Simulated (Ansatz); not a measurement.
## CuSn: computed property card

CuSn:
```yaml
crystal:
  lattice:
    - [4.13848, 0.00000, 0.00000]
    - [-2.06924, 3.58403, 0.00000]
    - [0.00000, 0.00000, 5.01334]
  atoms:
    - { symbol: Cu, position: [0.00000, 0.00000, 0.00000] }
    - { symbol: Cu, position: [0.00000, 0.00000, 0.50000] }
    - { symbol: Sn, position: [0.33333, 0.66667, 0.25000] }
    - { symbol: Sn, position: [0.66667, 0.33333, 0.75000] }
```

Space group P6_3/mmc (No. 194), NiAs type; conventional cell a = b = 4.138 Å, c = 5.013 Å, α = β = 90.00°, γ = 120.00°.

Method: r²SCAN in the plane-wave PAW code Ansatz. Geometry: relaxed at this level of theory. Other levels are named where they apply.

Cell and energy:

```
Quantity                                                       Value
-----------------------------------------------------  -------------
Volume per atom                                             18.59 Å³
Density                                                   8.14 g/cm³
Formation energy from the elements (no fitted shifts)  0.013 eV/atom
```

Electronic structure:

```
Property                                                                     Value
------------------------------------  --------------------------------------------
Electronic character                                             metallic (no gap)
Density of states at the Fermi level  0.31 states/eV per atom (mean over ±0.08 eV)
Gap with spin–orbit coupling                                       none (metallic)
```

Mechanics:

```
Property                                                                                        Result
--------------------------------------------  --------------------------------------------------------
Bulk modulus (Birch–Murnaghan fit)                                                            89.4 GPa
Pressure derivative B′                                                                             5.2
Elastic constants (relaxed ions, GPa)         C11 = 134, C12 = 81.0, C13 = 52.4, C33 = 165, C44 = 55.7
Mechanical stability                                            stable (all eigenvalues of C positive)
Hill bulk and shear moduli                                                           89.4 and 41.4 GPa
Young's modulus                                                                                108 GPa
Poisson's ratio                                                                                   0.30
Debye temperature from the elastic constants                                                     283 K
```

Phonons:

```
Item                                           Result
-----------------------------  ----------------------
Highest zone-centre frequency                230 cm⁻¹
Zone-centre stability          no imaginary mode at Γ
```

Charges:

```
Quantity                     Result
-------------  --------------------
Bader charges  Cu -0.28, Sn +0.28 e
```

The workflow started from a Materials Project entry (that database holds measured and hypothetical structures alike); the Crystallography Open Database files this formula in space group No. 194, but the cells were not matched. Its standing as an ambient phase is unchecked. The cell was relaxed with r²SCAN under the symmetry of its start. No spin polarisation was allowed. As this level gives no gap, shear constants depend on the k-mesh and smearing (Fermi–Dirac, 0.1 eV here). As this level gives no gap, phonon frequencies hold no LO–TO term and depend on the k-mesh and smearing (Fermi–Dirac, 0.1 eV here). Axis ratios of metals converge slowly with the k-mesh, so a and c are less sure than the volume. The references are the lowest solids computed at this level, not always the standard phases. Scalar-relativistic: spin–orbit coupling is off unless named, which matters more the heavier the elements.

Potentials: the later of the program's two PAW sets.
